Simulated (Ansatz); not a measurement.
CdSe (zinc blende)

```cif
data_Cd4Se4
_chemical_formula_sum 'Se4 Cd4'
_space_group_name_H-M_alt 'F-43m'
_space_group_IT_number 216
_space_group_name_Hall 'F -4 2 3'
_cell_length_a 6.19627
_cell_length_b 6.19627
_cell_length_c 6.19627
_cell_angle_alpha 90.000
_cell_angle_beta 90.000
_cell_angle_gamma 90.000
loop_
_atom_site_label
_atom_site_type_symbol
_atom_site_symmetry_multiplicity
_atom_site_Wyckoff_symbol
_atom_site_fract_x
_atom_site_fract_y
_atom_site_fract_z
_atom_site_occupancy
Se1 Se 4 c 0.25000 0.25000 0.25000 1
Cd1 Cd 4 a 0.00000 0.00000 0.00000 1
```
(The calculation used a cell of 2 atoms; values per cell refer to that cell.)

The volume is varied about the relaxed value V₀ at fixed cell shape. Symmetry pins the atoms to their sites.

The numbers are results of PBE (plane waves to 420 eV, PAW, scalar-relativistic; Ansatz, a quantum-chemistry and plane-wave program), not measurements. k mesh 9×9×9 (Γ-centred), Fermi-Dirac smearing 0.05 eV. The energy includes the smearing's −TS. Compression counts positive. CdSe was relaxed with its symmetry unable to fall. ΔE is measured from the relaxed starting cell.

```tsv
V (Å³/cell)	ΔE (eV/atom)	P (GPa)
49.96	0.1475	11.7
51.54	0.0965	8.9
53.13	[?]	6.6
54.72	[?]	4.5
56.30	[?]	2.8
57.89	0.0031	1.3
59.47	0.0000	0.0
61.06	0.0028	-1.1
62.65	0.0108	-2.1
64.23	0.0230	-2.9
65.82	0.0391	-3.6
67.40	[?]	-4.2
68.99	0.0803	-4.7
```

Task: What belongs in the gaps?

Result: 
- 53.13, ΔE (eV/atom): 0.0583
- 54.72, ΔE (eV/atom): 0.0310
- 56.30, ΔE (eV/atom): 0.0130
- 67.40, ΔE (eV/atom): 0.0583

(Under strain, the slope of the energy per volume gives the stress and its curvature an elastic modulus.)
